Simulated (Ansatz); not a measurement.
The elements of this relaxed trial sheet are hidden behind letters. This is a two-dimensional sheet: the third axis spans vacuum and isn't periodic.

```
lattice vectors (Å)
   4.0051    0.0000    0.0000
  -2.0025    3.4685    0.0000
   0.0000    0.0000   32.2160
fractional positions
X 0.0000 0.0000 0.3293
X 0.0000 0.0000 0.1984
Z 0.0000 0.0000 0.2638
```

All numbers below come from DFT PBE, scalar-relativistic, plane waves, PAW (Ansatz). Cutoff 420 eV, Γ-centred 12×12×1 mesh (3-atom cell), Gaussian smearing of 0.10 eV, no spin polarisation.

```
Layer group                                : p6/mmm (No. 80)
In-plane cell                              : a = 4.005 Å, b = 4.005 Å, γ = 120.0°
Area per atom                              : 4.63 Å²
Thickness between the outermost nuclei     : 4.22 Å
Energy over the elements                   : −1.48 eV/atom
Gap on the 12×12×1 mesh of the 3-atom cell : 0 eV (a metal)
```

Energies are uncorrected and count from the elements' standard states at the same level.

**Question.** X is an s-block element of period 4 and Z is a p-block element of period 2. Which elements are they?

**Answer.** X = Ca, Z = F, so the formula is Ca2F. Ca at height 4.22 Å has 1 F at 2.11 Å; F at height 2.11 Å has 2 Ca at 2.11 Å. Other elements may fit the hints; this set was computed.

An odd number of electrons in the primitive cell allows no gap without spin; a larger cell or a magnetic state could open one. Symmetry constrained the relaxation, so the result can be a saddle point.
